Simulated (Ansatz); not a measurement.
SiRu:
```cif
data_RuSi
_chemical_formula_sum 'Si1 Ru1'
_space_group_name_H-M_alt 'P 1'
_space_group_IT_number 1
_cell_length_a 2.89318
_cell_length_b 2.89318
_cell_length_c 2.89318
_cell_angle_alpha 90.000
_cell_angle_beta 90.000
_cell_angle_gamma 90.000
loop_
_space_group_symop_operation_xyz
  'x, y, z'
loop_
_atom_site_label
_atom_site_type_symbol
_atom_site_fract_x
_atom_site_fract_y
_atom_site_fract_z
_atom_site_occupancy
Si1 Si 0.50000 0.50000 0.50000 1
Ru1 Ru 0.00000 0.00000 0.00000 1
```

Relaxed with LDA.

Task: Which orbitals make up the states near the Fermi level in the program Ansatz at the LDA level (PAW)?

Result: Within 0.5 eV of the Fermi level: Ru 4d 47 %, Si 3p 21 %, Si 3s 19 %, outside the projected shells 10 %. Projections are on Löwdin-orthogonalised atomic valence shells; empty p or d shells of many metals are not among them.

Task: Tabulate the density of states.

Result: States/eV per cell of 2 atoms, in 0.25 eV bins, energy from the Fermi level.

```
E (eV)  total  Ru 4d  Si 3p  Si 3s
------  -----  -----  -----  -----
-7.85    0.21   0.07   0.10   0.02
-7.60    0.24   0.07   0.13   0.02
-7.35    0.37   0.13   0.18   0.02
-7.10    0.62   0.26   0.29   0.03
-6.85    0.85   0.38   0.39   0.03
-6.60    1.24   0.55   0.58   0.03
-6.35    1.69   0.77   0.77   0.04
-6.10    1.52   0.74   0.65   0.04
-5.85    1.12   0.59   0.44   0.03
-5.60    1.07   0.62   0.38   0.03
-5.35    1.53   1.09   0.38   0.02
-5.10    1.58   1.09   0.43   0.00
-4.85    1.62   1.06   0.51   0.00
-4.60    1.37   0.83   0.49   0.00
-4.35    0.85   0.62   0.21   0.00
-4.10    0.27   0.20   0.05   0.00
-3.85    1.16   0.97   0.14   0.00
-3.60    2.19   1.89   0.21   0.01
-3.35    2.11   1.81   0.20   0.01
-3.10    1.70   1.38   0.22   0.02
-2.85    2.36   1.88   0.36   0.03
-2.60    2.21   1.78   0.30   0.03
-2.35    2.17   1.83   0.20   0.03
-2.10    2.52   2.17   0.20   0.04
-1.85    1.87   1.55   0.18   0.04
-1.60    1.49   1.22   0.15   0.04
-1.35    1.22   1.00   0.13   0.03
-1.10    1.15   0.92   0.12   0.05
-0.85    0.73   0.54   0.09   0.05
-0.60    0.36   0.19   0.08   0.05
-0.35    0.30   0.15   0.06   0.04
-0.10    0.19   0.11   0.03   0.03
0.15     0.26   0.11   0.05   0.06
0.40     0.29   0.11   0.07   0.07
0.65     0.96   0.67   0.17   0.08
0.90     2.29   1.54   0.55   0.12
1.15     1.99   1.25   0.52   0.13
1.40     1.10   0.56   0.36   0.11
1.65     0.87   0.38   0.32   0.11
1.90     0.72   0.27   0.28   0.10
2.15     0.61   0.20   0.25   0.10
2.40     0.53   0.16   0.20   0.10
2.65     0.48   0.14   0.18   0.11
2.90     0.63   0.17   0.25   0.16
3.15     0.98   0.27   0.31   0.30
3.40     1.04   0.29   0.30   0.33
3.65     0.80   0.21   0.27   0.22
3.90     0.70   0.17   0.27   0.15
4.15     0.68   0.16   0.29   0.11
4.40     0.80   0.17   0.30   0.09
4.65     1.00   0.20   0.33   0.07
```

Space group Pm-3m (CsCl type). The first step of the workflow began from a Materials Project structure, measured or hypothetical; the Crystallography Open Database copy checked does not list it. Its standing as an ambient phase is unchecked. The LDA relaxation kept the symmetry of its start; its stability against distortions is not shown here. No spin polarisation was allowed. Scalar-relativistic: spin–orbit coupling is off unless named, which matters more the heavier the elements.

Potentials: the earlier of the program's two PAW sets. The files were generated under PBE; for other functionals the program regenerates the frozen cores, and for LDA and PBEsol the local potential too.
